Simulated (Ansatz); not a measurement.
Data:

MoS$_{2}$:
Space group R3m, hexagonal axes (No. 160); a = b = 3.1762 Å, c = 18.6713 Å, α = β = 90.00°, γ = 120.00°

```tsv
atom	site	symmetry	x	y	z
Mo	3a	3m	0.0000	0.0000	0.0002
S	3a	3m	0.0000	0.0000	0.5837
S	3a	3m	0.0000	0.0000	0.7500
```
(The calculation used a cell of 3 atoms; values per cell refer to that cell.)

This is the r²SCAN+D4-relaxed structure.

Problem. All from the program Ansatz at the r²SCAN+D4 level (PAW), unless another level is named. Predict the highest zone-centre frequency (without LO–TO term).

Solution. 470 cm⁻¹.

Problem. And the Hill bulk and shear moduli?

Solution. 54.8 and 37.4 GPa.

The cell was relaxed with r²SCAN+D4 under the symmetry of its start. No spin polarisation was allowed.

Potentials: the earlier of the program's two PAW sets.
